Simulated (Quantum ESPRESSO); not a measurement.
Ga4O4FN, one run as intended and one with a planted mistake

A calculation, not a measurement. The program is pw.x of Quantum ESPRESSO 7.5 (plane-wave density functional theory). The cell is made up: 10 atoms on a corundum lattice, with randomly drawn elements, strain and displacements, not relaxed. PseudoDojo standard norm-conserving files (v0.5 for PBE, v0.4.1 for LDA and PBEsol) set the functional; there is no spin polarisation, spin-orbit coupling or dispersion term, and the masses in the input are unused placeholders.

Intended input:

```
&control calculation='scf', pseudo_dir='./dojo.nc.sr.pbe.v0_5.standard.upf', outdir='./o', disk_io='low', tprnfor=.true., tstress=.true. /
&system ibrav=0, nat=10, ntyp=4, nbnd=50, ecutwfc=84.00895049, nosym=.true., tot_charge=0,
 occupations='smearing', smearing='fd', degauss=0.0018374661
/
&electrons conv_thr=7.350e-09, electron_maxstep=60, /
ATOMIC_SPECIES
F 1.0 F.upf
Ga 1.0 Ga.upf
N 1.0 N.upf
O 1.0 O.upf
CELL_PARAMETERS angstrom
2.5076 1.4478 4.5031
-2.5076 1.4478 4.5031
0.0 -2.8955 4.5031
ATOMIC_POSITIONS angstrom
Ga -0.0086 0.0399 4.8919
Ga 0.0304 -0.1287 1.9905
Ga -0.0498 0.0299 8.6096
Ga -0.087 0.0775 11.3889
O -0.9552 1.3843 7.9346
O -0.7865 -1.6546 7.9468
O 1.8097 0.1148 7.9265
O 1.0483 -1.4557 5.6074
F 0.7233 1.537 5.4824
N -1.6253 -0.0801 5.657
K_POINTS automatic
5 5 5 1 1 1
```

The log is shortened where brackets say so; the opening notice, blank lines, dates and the lines on written files are dropped, and the path of the files is cut. It prints rydbergs, bohrs and kilobars, and counts compression as positive stress. Where no state is partly filled, the Fermi energy that it prints is only some level between the filled and the empty states on the mesh, and need not lie in the true gap.

Log of the intended run:

```
     Program PWSCF v.7.5
     Parallel version (MPI & OpenMP), running on       4 processor cores
     Number of MPI processes:                 4
     Threads/MPI process:                     1
     [start-up lines left out]
     bravais-lattice index     =            0
     lattice parameter (alat)  =      10.1170  a.u.
     unit-cell volume          =     661.9364 (a.u.)^3
     number of atoms/cell      =           10
     number of atomic types    =            4
     number of electrons       =        88.00
     number of Kohn-Sham states=           50
     kinetic-energy cutoff     =      84.0090  Ry
     charge density cutoff     =     336.0358  Ry
     scf convergence threshold =      7.3E-09
     mixing beta               =       0.7000
     number of iterations used =            8  plain     mixing
     Exchange-correlation= PBE
                           (   1   4   3   4   0   0   0)
     [axes and pseudopotential details left out]
   Cartesian axes
     site n.     atom                  positions (alat units)
         1        Ga     tau(   1) = (  -0.0016064   0.0074528   0.9137421  )
         2        Ga     tau(   2) = (   0.0056783  -0.0240395   0.3717990  )
         3        Ga     tau(   3) = (  -0.0093020   0.0055849   1.6081592  )
         4        Ga     tau(   4) = (  -0.0162504   0.0144760   2.1272956  )
         5        O      tau(   5) = (  -0.1784187   0.2585689   1.4820781  )
         6        O      tau(   6) = (  -0.1469078  -0.3090573   1.4843569  )
         7        O      tau(   7) = (   0.3380280   0.0214431   1.4805651  )
         8        O      tau(   8) = (   0.1958085  -0.2719055   1.0473880  )
         9        F      tau(   9) = (   0.1351029   0.2870912   1.0240397  )
        10        N      tau(  10) = (  -0.3035845  -0.0149616   1.0566526  )
     number of k points=    63  Fermi-Dirac smearing, width (Ry)=  0.0018
                       cart. coord. in units 2pi/alat
        k(    1) = (   0.0000000   0.0000000   0.1188892), wk =   0.0320000
        k(    2) = (   0.0000000  -0.2465268   0.1981505), wk =   0.0320000
     [further k points left out]
     Dense  grid:    68917 G-vectors     FFT dimensions: (  60,  60,  60)
     Estimated max dynamical RAM per process >     213.19 MB
     Estimated total dynamical RAM >     802.30 MB
     Initial potential from superposition of free atoms
     starting charge      87.9893, renormalised to      88.0000
     Starting wfcs are   60 randomized atomic wfcs
     total cpu time spent up to now is        7.2 secs
     per-process dynamical memory:   171.8 Mb
     Self-consistent Calculation
     iteration #  1     ecut=    84.01 Ry     beta= 0.70
     Davidson diagonalization with overlap
     ethr =  1.00E-02,  avg # of iterations =  2.7
     total cpu time spent up to now is       22.5 secs
     total energy              =    -813.16159697 Ry
     estimated scf accuracy    <       2.42000055 Ry
     iteration #  2     ecut=    84.01 Ry     beta= 0.70
     Davidson diagonalization with overlap
     ethr =  2.75E-03,  avg # of iterations =  3.0
     total cpu time spent up to now is       37.0 secs
     total energy              =    -813.73672375 Ry
     estimated scf accuracy    <       2.79645226 Ry
     [iterations 3 to 11 left out]
     iteration # 12     ecut=    84.01 Ry     beta= 0.70
     Davidson diagonalization with overlap
     ethr =  9.02E-11,  avg # of iterations =  3.0
     total cpu time spent up to now is      176.1 secs
     total energy              =    -814.29300839 Ry
     estimated scf accuracy    <       0.00000002 Ry
     iteration # 13     ecut=    84.01 Ry     beta= 0.70
     Davidson diagonalization with overlap
     ethr =  2.49E-11,  avg # of iterations =  2.0
     total cpu time spent up to now is      188.7 secs
     End of self-consistent calculation
     [lines on levels left out]
     the Fermi energy is    12.3171 ev
!    total energy              =    -814.29300839 Ry
     estimated scf accuracy    <          1.7E-09 Ry
     smearing contrib. (-TS)   =      -0.00000000 Ry
     internal energy E=F+TS    =    -814.29300839 Ry
     The total energy is F=E-TS. E is the sum of the following terms:
     one-electron contribution =    -228.38775847 Ry
     hartree contribution      =     199.18626590 Ry
     xc contribution           =    -219.22899711 Ry
     ewald contribution        =    -565.86251871 Ry
     convergence has been achieved in  13 iterations
     Forces acting on atoms (cartesian axes, Ry/au):
     atom    1 type  2   force =    -0.03332976   -0.13679511   -0.09919808
     atom    2 type  2   force =     0.05245448    0.05817086    0.04542071
     atom    3 type  2   force =     0.04618000   -0.00260525   -0.00721486
     atom    4 type  2   force =     0.05965190    0.02158771    0.09773063
     atom    5 type  4   force =    -0.03459694    0.11558172   -0.06334405
     atom    6 type  4   force =     0.01678498    0.00801238   -0.05315825
     atom    7 type  4   force =    -0.05192294   -0.02228193   -0.01291829
     atom    8 type  4   force =    -0.04162609   -0.01750301    0.00697073
     atom    9 type  1   force =     0.08389906    0.06257496    0.06525907
     atom   10 type  3   force =    -0.09749469   -0.08674232    0.02045239
     Total force =     0.336865     Total SCF correction =     0.000088
     Computing stress (Cartesian axis) and pressure
          total   stress  (Ry/bohr**3)                   (kbar)     P=      172.48
   0.00103996  -0.00022251   0.00025127          152.98      -32.73       36.96
  -0.00022251   0.00147594   0.00010413          -32.73      217.12       15.32
   0.00025127   0.00010413   0.00100151           36.96       15.32      147.33
     init_run     :      6.82s CPU      7.04s WALL (       1 calls)
     electrons    :    180.48s CPU    181.46s WALL (       1 calls)
     forces       :      1.69s CPU      1.70s WALL (       1 calls)
     stress       :      5.85s CPU      5.85s WALL (       1 calls)
     [timing details left out]
     PWSCF        :   3m15.13s CPU   3m16.42s WALL
     JOB DONE.
```

A second run has one planted mistake: the smearing is too wide. The input lines that differ, file-writing options aside:

```
- &system ibrav=0, nat=10, ntyp=4, nbnd=50, ecutwfc=84.00895049, nosym=.true., tot_charge=0,
+ &system ibrav=0, nat=10, ntyp=4, nbnd=68, ecutwfc=84.00895049, nosym=.true., tot_charge=0,
-  occupations='smearing', smearing='fd', degauss=0.0018374661
+  occupations='smearing', smearing='fd', degauss=0.0293994577
```

Its log:

```
     Program PWSCF v.7.5
     Parallel version (MPI & OpenMP), running on       4 processor cores
     Number of MPI processes:                 4
     Threads/MPI process:                     1
     [start-up lines left out]
     bravais-lattice index     =            0
     lattice parameter (alat)  =      10.1170  a.u.
     unit-cell volume          =     661.9364 (a.u.)^3
     number of atoms/cell      =           10
     number of atomic types    =            4
     number of electrons       =        88.00
     number of Kohn-Sham states=           68
     kinetic-energy cutoff     =      84.0090  Ry
     charge density cutoff     =     336.0358  Ry
     scf convergence threshold =      7.3E-09
     mixing beta               =       0.7000
     number of iterations used =            8  plain     mixing
     Exchange-correlation= PBE
                           (   1   4   3   4   0   0   0)
     [axes and pseudopotential details left out]
   Cartesian axes
     site n.     atom                  positions (alat units)
         1        Ga     tau(   1) = (  -0.0016064   0.0074528   0.9137421  )
         2        Ga     tau(   2) = (   0.0056783  -0.0240395   0.3717990  )
         3        Ga     tau(   3) = (  -0.0093020   0.0055849   1.6081592  )
         4        Ga     tau(   4) = (  -0.0162504   0.0144760   2.1272956  )
         5        O      tau(   5) = (  -0.1784187   0.2585689   1.4820781  )
         6        O      tau(   6) = (  -0.1469078  -0.3090573   1.4843569  )
         7        O      tau(   7) = (   0.3380280   0.0214431   1.4805651  )
         8        O      tau(   8) = (   0.1958085  -0.2719055   1.0473880  )
         9        F      tau(   9) = (   0.1351029   0.2870912   1.0240397  )
        10        N      tau(  10) = (  -0.3035845  -0.0149616   1.0566526  )
     number of k points=    63  Fermi-Dirac smearing, width (Ry)=  0.0294
                       cart. coord. in units 2pi/alat
        k(    1) = (   0.0000000   0.0000000   0.1188892), wk =   0.0320000
        k(    2) = (   0.0000000  -0.2465268   0.1981505), wk =   0.0320000
     [further k points left out]
     Dense  grid:    68917 G-vectors     FFT dimensions: (  60,  60,  60)
     Estimated max dynamical RAM per process >     263.27 MB
     Estimated total dynamical RAM >    1002.59 MB
     Initial potential from superposition of free atoms
     starting charge      87.9893, renormalised to      88.0000
     Starting wfcs are   60 randomized atomic wfcs +    8 random wfcs
     total cpu time spent up to now is        7.6 secs
     per-process dynamical memory:   211.3 Mb
     Self-consistent Calculation
     iteration #  1     ecut=    84.01 Ry     beta= 0.70
     Davidson diagonalization with overlap
     ethr =  1.00E-02,  avg # of iterations =  5.9
     total cpu time spent up to now is       30.1 secs
     total energy              =    -813.20173229 Ry
     estimated scf accuracy    <       2.36766507 Ry
     iteration #  2     ecut=    84.01 Ry     beta= 0.70
     Davidson diagonalization with overlap
     ethr =  2.69E-03,  avg # of iterations =  2.0
     total cpu time spent up to now is       49.2 secs
     total energy              =    -813.66639489 Ry
     estimated scf accuracy    <       2.96939636 Ry
     [iterations 3 to 10 left out]
     iteration # 11     ecut=    84.01 Ry     beta= 0.70
     Davidson diagonalization with overlap
     ethr =  1.58E-10,  avg # of iterations =  2.0
     total cpu time spent up to now is      201.9 secs
     total energy              =    -814.29534736 Ry
     estimated scf accuracy    <       0.00000005 Ry
     iteration # 12     ecut=    84.01 Ry     beta= 0.70
     Davidson diagonalization with overlap
     ethr =  5.20E-11,  avg # of iterations =  2.0
     total cpu time spent up to now is      218.1 secs
     End of self-consistent calculation
     [lines on levels left out]
     the Fermi energy is    12.7659 ev
!    total energy              =    -814.29534736 Ry
     estimated scf accuracy    <          5.4E-09 Ry
     smearing contrib. (-TS)   =      -0.00939354 Ry
     internal energy E=F+TS    =    -814.28595383 Ry
     The total energy is F=E-TS. E is the sum of the following terms:
     one-electron contribution =    -228.38903532 Ry
     hartree contribution      =     199.19181534 Ry
     xc contribution           =    -219.22621513 Ry
     ewald contribution        =    -565.86251871 Ry
     convergence has been achieved in  12 iterations
     Forces acting on atoms (cartesian axes, Ry/au):
     atom    1 type  2   force =    -0.03153182   -0.13654632   -0.09933199
     atom    2 type  2   force =     0.05081208    0.05947195    0.04541198
     atom    3 type  2   force =     0.04570453   -0.00423553   -0.00785949
     atom    4 type  2   force =     0.05880106    0.02001951    0.09818008
     atom    5 type  4   force =    -0.03411237    0.11464390   -0.06278763
     atom    6 type  4   force =     0.01585106    0.00854978   -0.05303325
     atom    7 type  4   force =    -0.05144495   -0.02206140   -0.01236958
     atom    8 type  4   force =    -0.04127837   -0.01712229    0.00678133
     atom    9 type  1   force =     0.08341328    0.06275047    0.06456796
     atom   10 type  3   force =    -0.09621449   -0.08547008    0.02044060
     Total force =     0.334833     Total SCF correction =     0.000372
     Computing stress (Cartesian axis) and pressure
          total   stress  (Ry/bohr**3)                   (kbar)     P=      177.13
   0.00107321  -0.00021622   0.00024741          157.87      -31.81       36.40
  -0.00021622   0.00151546   0.00010782          -31.81      222.93       15.86
   0.00024741   0.00010782   0.00102359           36.40       15.86      150.58
     init_run     :      7.04s CPU      7.30s WALL (       1 calls)
     electrons    :    206.56s CPU    210.49s WALL (       1 calls)
     forces       :      1.98s CPU      2.00s WALL (       1 calls)
     stress       :      6.88s CPU      6.88s WALL (       1 calls)
     [timing details left out]
     PWSCF        :   3m42.90s CPU   3m47.17s WALL
     JOB DONE.
```

|  | intended run | run with the mistake |
| --- | --- | --- |
| free energy (eV) | -11079.021 | -11079.053 |
| smearing term -TS (eV) | 0.0000 | -0.1278 |
| pressure (GPa) | 17.25 | 17.71 |
| largest force component (eV/Å) | 3.517 | 3.511 |
| largest change of a force component (eV/Å) |  | 0.046 |
| iterations | 13 | 12 |

For scale, a rerun of the intended cell at 1437 eV and a 7 x 7 x 7 mesh moved values by no more than 0.004 eV in energy, 0.02 GPa in stress and 0.002 eV/Å in force. The number of bands, nbnd, was set by rule from the electron count and the smearing, so it follows the mistake.